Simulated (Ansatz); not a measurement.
# Cs2BP2: reading a single point

```
Cs B P
1.0
     0.00000    0.00000    5.97449
     6.81098   -3.59761    2.98724
     6.81098    3.59761   -2.98724
Cs B P
4 2 4
Cartesian
  4.7827 2.4205 0.0000
  8.8393 -2.4205 5.9745
  4.7827 -2.4205 2.9872
  8.8393 2.4205 2.9872
  6.8110 0.0000 1.4936
  6.8110 0.0000 4.4809
  8.0002 -1.0937 2.9872
  5.6218 1.0937 2.9872
  8.0002 1.0937 0.0000
  5.6218 -1.0937 5.9745
```

Method: r2SCAN, no spin polarisation; PAW, plane waves to 500 eV, 6×6×6 Γ-centred mesh, fermi-dirac occupations (width 0.1 eV) (Ansatz 0.2.0), atoms fixed.

Q: What is the formation energy?

A: -0.14 eV an atom against the elements' usual phases (free molecules for gases, crystals otherwise, with no correction for O₂ or N₂), so it is bound against them; other compounds may still compete. Relaxing would lower it.

Q: Where is the largest force?

A: The largest is on P9 (and as large on other atoms): 2.53 eV/Å, components (-1.87, -1.70, 0.00). It makes 43° with the line to a nearest neighbour, B5 at 2.20 Å, pointing towards it.

Q: Metal or insulator?

A: It is a metal, with about 8.1 states/eV a cell as the mean within 0.25 eV of the Fermi level, mostly P p (90 %).

Q: How is the charge shared?

A: Bader charges in e: Cs +0.72, B +0.21, P -0.83. In the mean Cs gives up most and P takes most.

Origin: a known structure type with other elements, at an estimated volume, so it need not be a known compound. Caveats: many states at the Fermi level without spin polarisation, so a magnetic state may lie lower; atoms or cell far from equilibrium.
